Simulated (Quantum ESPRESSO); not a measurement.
# W4S6PCl: one run as intended and one with a planted mistake

Computed values, not a measurement. The program is pw.x of Quantum ESPRESSO 7.5 (plane-wave density functional theory). The cell is made up: 12 atoms on a layered 2H lattice, with randomly drawn elements, strain and displacements, not relaxed. PseudoDojo standard norm-conserving files (v0.5 for PBE, v0.4.1 for LDA and PBEsol) set the functional; there is no spin polarisation, spin-orbit coupling or dispersion term, and the masses in the input are unused placeholders.

Intended input:

```
&control calculation='scf', pseudo_dir='./dojo.nc.sr.pbe.v0_5.standard.upf', outdir='./o', disk_io='low', tprnfor=.true., tstress=.true. /
&system ibrav=0, nat=12, ntyp=4, nbnd=58, ecutwfc=74.01313486, nosym=.true., tot_charge=0,
 occupations='smearing', smearing='fd', degauss=0.0018374661
/
&electrons conv_thr=7.350e-09, electron_maxstep=60, /
ATOMIC_SPECIES
Cl 1.0 Cl.upf
P 1.0 P.upf
S 1.0 S.upf
W 1.0 W.upf
CELL_PARAMETERS angstrom
3.2692 0.0 0.0
0.0 5.6624 0.0
0.0 0.0 12.9533
ATOMIC_POSITIONS angstrom
W 0.0201 1.8769 3.1389
W 1.5994 0.9174 9.7227
W 1.6162 4.6927 3.3071
W -0.0672 3.7725 9.6983
S 0.0292 1.9055 8.1655
S 0.0779 1.9433 11.3112
S 1.609 0.7849 1.5314
S 1.7195 0.9579 4.8731
S 1.6712 4.5985 8.1614
S 1.6989 4.7566 11.2893
P 0.0016 3.8893 1.5852
Cl 0.053 3.7578 4.8442
K_POINTS automatic
7 4 2 1 1 1
```

The log is shortened where brackets say so; the opening notice, blank lines, dates and the lines on written files are dropped, and the path of the files is cut. It prints rydbergs, bohrs and kilobars, and counts compression as positive stress. Where no state is partly filled, the Fermi energy that it prints is only some level between the filled and the empty states on the mesh, and need not lie in the true gap.

Log of the intended run:

```
     Program PWSCF v.7.5
     Parallel version (MPI & OpenMP), running on       4 processor cores
     Number of MPI processes:                 4
     Threads/MPI process:                     1
     [start-up lines left out]
     bravais-lattice index     =            0
     lattice parameter (alat)  =       6.1779  a.u.
     unit-cell volume          =    1618.1511 (a.u.)^3
     number of atoms/cell      =           12
     number of atomic types    =            4
     number of electrons       =       104.00
     number of Kohn-Sham states=           58
     kinetic-energy cutoff     =      74.0131  Ry
     charge density cutoff     =     296.0525  Ry
     scf convergence threshold =      7.3E-09
     mixing beta               =       0.7000
     number of iterations used =            8  plain     mixing
     Exchange-correlation= PBE
                           (   1   4   3   4   0   0   0)
     [axes and pseudopotential details left out]
   Cartesian axes
     site n.     atom                  positions (alat units)
         1        W      tau(   1) = (   0.0061483   0.5741160   0.9601432  )
         2        W      tau(   2) = (   0.4892328   0.2806191   2.9740303  )
         3        W      tau(   3) = (   0.4943717   1.4354276   1.0115931  )
         4        W      tau(   4) = (  -0.0205555   1.1539520   2.9665667  )
         5        S      tau(   5) = (   0.0089318   0.5828643   2.4977059  )
         6        S      tau(   6) = (   0.0238285   0.5944268   3.4599290  )
         7        S      tau(   7) = (   0.4921693   0.2400893   0.4684326  )
         8        S      tau(   8) = (   0.5259697   0.2930075   1.4906093  )
         9        S      tau(   9) = (   0.5111954   1.4066132   2.4964517  )
        10        S      tau(  10) = (   0.5196684   1.4549737   3.4532301  )
        11        P      tau(  11) = (   0.0004894   1.1896794   0.4848893  )
        12        Cl     tau(  12) = (   0.0162119   1.1494555   1.4817692  )
     number of k points=    28  Fermi-Dirac smearing, width (Ry)=  0.0018
                       cart. coord. in units 2pi/alat
        k(    1) = (   0.0714286   0.0721690   0.0630959), wk =   0.0714286
        k(    2) = (   0.0714286   0.0721690  -0.0630959), wk =   0.0714286
     [further k points left out]
     Dense  grid:   139009 G-vectors     FFT dimensions: (  36,  60, 135)
     Estimated max dynamical RAM per process >     361.66 MB
     Estimated total dynamical RAM >       1.31 GB
     Initial potential from superposition of free atoms
     starting charge     103.9976, renormalised to     104.0000
     Starting wfcs are   72 randomized atomic wfcs
     total cpu time spent up to now is        4.2 secs
     per-process dynamical memory:   265.0 Mb
     Self-consistent Calculation
     iteration #  1     ecut=    74.01 Ry     beta= 0.70
     Davidson diagonalization with overlap
     ethr =  1.00E-02,  avg # of iterations =  2.0
     Threshold (ethr) on eigenvalues was too large:
     Diagonalizing with lowered threshold
     Davidson diagonalization with overlap
     ethr =  6.03E-04,  avg # of iterations =  2.4
     total cpu time spent up to now is       20.1 secs
     total energy              =    -785.69372918 Ry
     estimated scf accuracy    <       0.64199903 Ry
     iteration #  2     ecut=    74.01 Ry     beta= 0.70
     Davidson diagonalization with overlap
     ethr =  6.17E-04,  avg # of iterations =  7.8
     total cpu time spent up to now is       32.7 secs
     total energy              =    -784.55704685 Ry
     estimated scf accuracy    <      12.47432457 Ry
     [iterations 3 to 17 left out]
     iteration # 18     ecut=    74.01 Ry     beta= 0.70
     Davidson diagonalization with overlap
     ethr =  2.18E-10,  avg # of iterations =  3.6
     total cpu time spent up to now is      172.5 secs
     total energy              =    -786.01880158 Ry
     estimated scf accuracy    <       0.00000003 Ry
     iteration # 19     ecut=    74.01 Ry     beta= 0.70
     Davidson diagonalization with overlap
     ethr =  2.64E-11,  avg # of iterations =  5.1
     total cpu time spent up to now is      182.9 secs
     End of self-consistent calculation
     [lines on levels left out]
     the Fermi energy is    10.3291 ev
!    total energy              =    -786.01880158 Ry
     estimated scf accuracy    <          1.2E-09 Ry
     smearing contrib. (-TS)   =      -0.00000000 Ry
     internal energy E=F+TS    =    -786.01880158 Ry
     The total energy is F=E-TS. E is the sum of the following terms:
     one-electron contribution =    -376.20379079 Ry
     hartree contribution      =     223.78376241 Ry
     xc contribution           =    -182.88240502 Ry
     ewald contribution        =    -450.71636819 Ry
     convergence has been achieved in  19 iterations
     Forces acting on atoms (cartesian axes, Ry/au):
     atom    1 type  4   force =     0.00378006   -0.02017380    0.01585908
     atom    2 type  4   force =     0.05293966    0.02273647   -0.00393056
     atom    3 type  4   force =     0.03085174    0.03728028   -0.07076061
     atom    4 type  4   force =     0.09015300   -0.00745375    0.04741964
     atom    5 type  3   force =    -0.02432075   -0.02639095    0.01074904
     atom    6 type  3   force =    -0.03484222   -0.02219333   -0.03122457
     atom    7 type  3   force =     0.00836740    0.03041683    0.08096049
     atom    8 type  3   force =    -0.01774121    0.00952195   -0.07860199
     atom    9 type  3   force =    -0.04469206    0.04867971   -0.00830153
     atom   10 type  3   force =    -0.03919086   -0.01567457   -0.01510683
     atom   11 type  2   force =    -0.00550274   -0.03289985    0.04484428
     atom   12 type  1   force =    -0.01980202   -0.02384900    0.00809357
     Total force =     0.224950     Total SCF correction =     0.000137
     Computing stress (Cartesian axis) and pressure
          total   stress  (Ry/bohr**3)                   (kbar)     P=      -70.48
  -0.00051867  -0.00003476  -0.00008568          -76.30       -5.11      -12.60
  -0.00003476  -0.00051282  -0.00012372           -5.11      -75.44      -18.20
  -0.00008568  -0.00012372  -0.00040581          -12.60      -18.20      -59.70
     init_run     :      3.93s CPU      4.10s WALL (       1 calls)
     electrons    :    178.18s CPU    178.80s WALL (       1 calls)
     forces       :      2.07s CPU      2.09s WALL (       1 calls)
     stress       :      6.89s CPU      7.06s WALL (       1 calls)
     [timing details left out]
     PWSCF        :   3m11.17s CPU   3m12.24s WALL
     JOB DONE.
```

A second run has one planted mistake: the smearing is too wide. The input lines that differ, file-writing options aside:

```
- &system ibrav=0, nat=12, ntyp=4, nbnd=58, ecutwfc=74.01313486, nosym=.true., tot_charge=0,
+ &system ibrav=0, nat=12, ntyp=4, nbnd=76, ecutwfc=74.01313486, nosym=.true., tot_charge=0,
-  occupations='smearing', smearing='fd', degauss=0.0018374661
+  occupations='smearing', smearing='fd', degauss=0.0286644713
```

Its log:

```
     Program PWSCF v.7.5
     Parallel version (MPI & OpenMP), running on       4 processor cores
     Number of MPI processes:                 4
     Threads/MPI process:                     1
     [start-up lines left out]
     bravais-lattice index     =            0
     lattice parameter (alat)  =       6.1779  a.u.
     unit-cell volume          =    1618.1511 (a.u.)^3
     number of atoms/cell      =           12
     number of atomic types    =            4
     number of electrons       =       104.00
     number of Kohn-Sham states=           76
     kinetic-energy cutoff     =      74.0131  Ry
     charge density cutoff     =     296.0525  Ry
     scf convergence threshold =      7.3E-09
     mixing beta               =       0.7000
     number of iterations used =            8  plain     mixing
     Exchange-correlation= PBE
                           (   1   4   3   4   0   0   0)
     [axes and pseudopotential details left out]
   Cartesian axes
     site n.     atom                  positions (alat units)
         1        W      tau(   1) = (   0.0061483   0.5741160   0.9601432  )
         2        W      tau(   2) = (   0.4892328   0.2806191   2.9740303  )
         3        W      tau(   3) = (   0.4943717   1.4354276   1.0115931  )
         4        W      tau(   4) = (  -0.0205555   1.1539520   2.9665667  )
         5        S      tau(   5) = (   0.0089318   0.5828643   2.4977059  )
         6        S      tau(   6) = (   0.0238285   0.5944268   3.4599290  )
         7        S      tau(   7) = (   0.4921693   0.2400893   0.4684326  )
         8        S      tau(   8) = (   0.5259697   0.2930075   1.4906093  )
         9        S      tau(   9) = (   0.5111954   1.4066132   2.4964517  )
        10        S      tau(  10) = (   0.5196684   1.4549737   3.4532301  )
        11        P      tau(  11) = (   0.0004894   1.1896794   0.4848893  )
        12        Cl     tau(  12) = (   0.0162119   1.1494555   1.4817692  )
     number of k points=    28  Fermi-Dirac smearing, width (Ry)=  0.0287
                       cart. coord. in units 2pi/alat
        k(    1) = (   0.0714286   0.0721690   0.0630959), wk =   0.0714286
        k(    2) = (   0.0714286   0.0721690  -0.0630959), wk =   0.0714286
     [further k points left out]
     Dense  grid:   139009 G-vectors     FFT dimensions: (  36,  60, 135)
     Estimated max dynamical RAM per process >     419.52 MB
     Estimated total dynamical RAM >       1.54 GB
     Initial potential from superposition of free atoms
     starting charge     103.9976, renormalised to     104.0000
     Starting wfcs are   72 randomized atomic wfcs +    4 random wfcs
     total cpu time spent up to now is        4.0 secs
     per-process dynamical memory:   294.3 Mb
     Self-consistent Calculation
     iteration #  1     ecut=    74.01 Ry     beta= 0.70
     Davidson diagonalization with overlap
     ethr =  1.00E-02,  avg # of iterations =  5.3
     Threshold (ethr) on eigenvalues was too large:
     Diagonalizing with lowered threshold
     Davidson diagonalization with overlap
     ethr =  5.70E-04,  avg # of iterations =  2.5
     total cpu time spent up to now is       25.5 secs
     total energy              =    -785.74948127 Ry
     estimated scf accuracy    <       0.61665230 Ry
     iteration #  2     ecut=    74.01 Ry     beta= 0.70
     Davidson diagonalization with overlap
     ethr =  5.93E-04,  avg # of iterations = 10.0
     total cpu time spent up to now is       40.8 secs
     total energy              =    -784.68101864 Ry
     estimated scf accuracy    <      11.65090976 Ry
     [iterations 3 to 17 left out]
     iteration # 18     ecut=    74.01 Ry     beta= 0.70
     Davidson diagonalization with overlap
     ethr =  1.41E-11,  avg # of iterations =  2.0
     total cpu time spent up to now is      222.1 secs
     total energy              =    -786.04975241 Ry
     estimated scf accuracy    <          7.7E-09 Ry
     iteration # 19     ecut=    74.01 Ry     beta= 0.70
     Davidson diagonalization with overlap
     ethr =  7.45E-12,  avg # of iterations =  1.9
     total cpu time spent up to now is      231.9 secs
     End of self-consistent calculation
     [lines on levels left out]
     the Fermi energy is    10.1123 ev
!    total energy              =    -786.04975241 Ry
     estimated scf accuracy    <          1.9E-09 Ry
     smearing contrib. (-TS)   =      -0.11479166 Ry
     internal energy E=F+TS    =    -785.93496075 Ry
     The total energy is F=E-TS. E is the sum of the following terms:
     one-electron contribution =    -376.20721247 Ry
     hartree contribution      =     223.88324589 Ry
     xc contribution           =    -182.89462598 Ry
     ewald contribution        =    -450.71636819 Ry
     convergence has been achieved in  19 iterations
     Forces acting on atoms (cartesian axes, Ry/au):
     atom    1 type  4   force =     0.00398091   -0.02301079    0.00238549
     atom    2 type  4   force =     0.05116770    0.01945317   -0.00275401
     atom    3 type  4   force =     0.02730900    0.03616109   -0.08039776
     atom    4 type  4   force =     0.08535792   -0.00494629    0.04542582
     atom    5 type  3   force =    -0.02334772   -0.02618658    0.01015431
     atom    6 type  3   force =    -0.03294515   -0.02069091   -0.03010821
     atom    7 type  3   force =     0.00747354    0.03175172    0.07875457
     atom    8 type  3   force =    -0.01605044    0.00917070   -0.07125777
     atom    9 type  3   force =    -0.04315783    0.04678307   -0.00880312
     atom   10 type  3   force =    -0.03701023   -0.01475079   -0.01347407
     atom   11 type  2   force =    -0.00521525   -0.03291537    0.04794838
     atom   12 type  1   force =    -0.01756245   -0.02081903    0.02212638
     Total force =     0.220056     Total SCF correction =     0.000088
     Computing stress (Cartesian axis) and pressure
          total   stress  (Ry/bohr**3)                   (kbar)     P=      -61.91
  -0.00045012  -0.00003834  -0.00007459          -66.22       -5.64      -10.97
  -0.00003834  -0.00044334  -0.00011362           -5.64      -65.22      -16.71
  -0.00007459  -0.00011362  -0.00036920          -10.97      -16.71      -54.31
     init_run     :      3.72s CPU      3.91s WALL (       1 calls)
     electrons    :    223.87s CPU    227.93s WALL (       1 calls)
     forces       :      2.51s CPU      2.54s WALL (       1 calls)
     stress       :      7.82s CPU      8.02s WALL (       1 calls)
     [timing details left out]
     PWSCF        :   3m58.13s CPU   4m 2.66s WALL
     JOB DONE.
```

|  | intended run | run with the mistake |
| --- | --- | --- |
| free energy (eV) | -10694.331 | -10694.752 |
| smearing term -TS (eV) | 0.0000 | -1.5618 |
| pressure (GPa) | -7.05 | -6.19 |
| largest force component (eV/Å) | 2.318 | 2.195 |
| largest change of a force component (eV/Å) |  | 0.361 |
| iterations | 19 | 19 |

For scale, a rerun of the intended cell at a cutoff of 1227 eV and k mesh 9 x 6 x 4 moved values by no more than 0.006 eV in energy, 0.03 GPa in stress and 0.003 eV/Å in force. The number of bands, nbnd, was set by rule from the electron count and the smearing, so it follows the mistake.